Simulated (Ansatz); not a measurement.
# Sc6Te2Ru (P-62m): electronic heat capacity and spin susceptibility from the density of states

The calculation used DFT r2SCAN, scalar-relativistic, plane waves, PAW in Ansatz 0.2.0.

Plane waves to 500 eV, a k mesh through Γ of 6×6×10 on the computed 9-atom cell and Gaussian smearing (0.10 eV); no spin polarisation.

Relaxed cell: P-62m, a = 7.734 Å, b = 7.734 Å, c = 3.839 Å, α = 90.00°, β = 90.00°, γ = 120.00°, 9 atoms in the primitive cell. Whether it is the stable form of this composition wasn't checked.

The density of states at the Fermi level is 5.199 states/eV in the cell of 9 atoms (1 formula unit; both spins, tetrahedra on a 9×9×15 mesh). Averaged over bins of 0.1 eV the density runs from 5.9 to 12.2 states/eV within 0.2 eV of the Fermi level, so the figure hangs on the exact place of that level.

What Sommerfeld coefficient and Pauli susceptibility does this give?

Per formula unit N(E_F) = 5.199 states/eV. γ = (π²/3) k_B² N(E_F) N_A = 2.357 mJ/(mol K²) per state/eV, so γ = 12.3 mJ/(mol K²), a mole of formula units. χ_P = μ_B² N(E_F) N_A = 3.23×10⁻⁵ emu/mol per state/eV gives 16.8×10⁻⁵ emu/mol. This is the bare band result: a measured γ of the same phase is as a rule larger by a factor 1 + λ from phonons and spin fluctuations, the spin part of χ is larger by the Stoner factor, and a measured χ also holds orbital and core terms. N(E_F) at one energy is sensitive to the mesh where the density of states has sharp peaks.

Spin-orbit coupling is left out, which matters for the bands of heavy elements.

Cost: 1 run of about 18 core-minutes, on Intel Xeon Processor @ 2.50GHz (Skylake/Cascade Lake) (shared hosts).